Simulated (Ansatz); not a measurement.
How far is PAW off for GaSb?

```
Ga Sb
1.0
     0.00000    3.10806    3.10806
     3.10806    0.00000    3.10806
     3.10806    3.10806    0.00000
Ga Sb
1 1
Direct
  0.00000 0.00000 0.00000
  0.25000 0.25000 0.25000
```

Atoms are numbered in the order listed.

The cell was built from the zincblende type and relaxed in the same program, and has space group F-43m; it needn't be a known or the stable phase.

Spin–orbit coupling is left out, though it moves levels of the heavy atoms by tenths of an eV or more.

Methods: DFT, PBEsol, PAW with Ansatz's default frozen-core files, scalar-relativistic (Ansatz 0.2.0); DFT, PBEsol, all-electron LAPW, scalar-relativistic (Ansatz 0.2.0).

For PAW: a Γ-centred 9×9×9 k mesh, Fermi–Dirac smearing of 0.08 eV, cutoff 420 eV, no spin polarisation; the PAW files were made with PBE, and the program remakes their frozen cores for this functional. LAPW targets a basis error of 1 meV/atom. The Ansatz runs share mesh, smearing and spin set-up. Plane-wave (PAW) pressures include the program's estimate of the Pulay term.

Stress and pressure are positive in compression.

Levels count from the Fermi level.

```json
{"quantity": "pressure (GPa)", "PAW": "-2.32", "LAPW": "-2.31"}
{"quantity": "highest filled level at K (eV)", "PAW": "-2.132", "LAPW": "-2.133"}
{"quantity": "lowest empty level at K (eV)", "PAW": "1.302", "LAPW": "1.302"}
{"quantity": "highest filled level at W (eV)", "PAW": "-3.016", "LAPW": "-3.017"}
{"quantity": "lowest empty level at W (eV)", "PAW": "3.411", "LAPW": "3.411"}
{"quantity": "highest filled level at X (eV)", "PAW": "-2.494", "LAPW": "-2.495"}
{"quantity": "lowest empty level at X (eV)", "PAW": "0.822", "LAPW": "0.821"}
```

PAW's pressure differs from the LAPW value by about 0.01 GPa or less.
